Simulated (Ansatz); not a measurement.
Re₂B: computed property card

Re$_{2}$B:
```xyz
6
Lattice="3.5047 0.0000 0.0000 0.0000 3.5047 0.0000 0.0000 0.0000 5.9396" Properties=species:S:1:pos:R:3 pbc="T T T"
Re     0.0000     0.0000     0.0000
Re     1.7524     1.7524     0.0000
Re     1.7524     0.0000     2.0730
Re     0.0000     1.7524     3.8666
B      1.7524     0.0000     4.2284
B      0.0000     1.7524     1.7112
```

Space group P4/nmm (No. 129); conventional cell a = 3.505 Å, b = 3.505 Å, c = 5.940 Å, α = 90.00°, β = 90.00°, γ = 90.00°.

Method: DFT-PBEsol in the program Ansatz with PAW potentials. The cell and atoms are relaxed at this level. Other levels are named where they apply.

Cell and energy:

* **Volume per atom**: 12.16 Å³
* **Density**: 17.44 g/cm³
* **Formation energy from the elements (no fitted shifts)**: 0.31 eV/atom

Electronic structure:

- Electronic character: metallic (no gap)
- Density of states at the Fermi level: 0.52 states/eV per atom (mean over ±0.08 eV)
- Gap with spin–orbit coupling: none (metallic)

Mechanics:

- Bulk modulus (Birch–Murnaghan fit): 339 GPa
- Pressure derivative B′: 4.5

Phonons:

- Highest zone-centre frequency = 605 cm⁻¹
- Zone-centre stability = no imaginary mode at Γ

A made-up cell: these elements were put on the sites of a structure type; neither database checked (COD, Materials Project) lists it. Whether it is the stable phase at ambient conditions was not checked. The cell was relaxed with PBEsol under the symmetry of its start. No spin polarisation was allowed. As this level gives no gap, phonon frequencies hold no LO–TO term and depend on the k-mesh and smearing (Fermi–Dirac, 0.1 eV here). The references are the lowest solids computed at this level, not always the standard phases. Spin–orbit coupling is left out wherever it is not named.

Potentials: the earlier of the program's two PAW sets. The files were generated under PBE; for other functionals the program regenerates the frozen cores, and for LDA and PBEsol the local potential too.
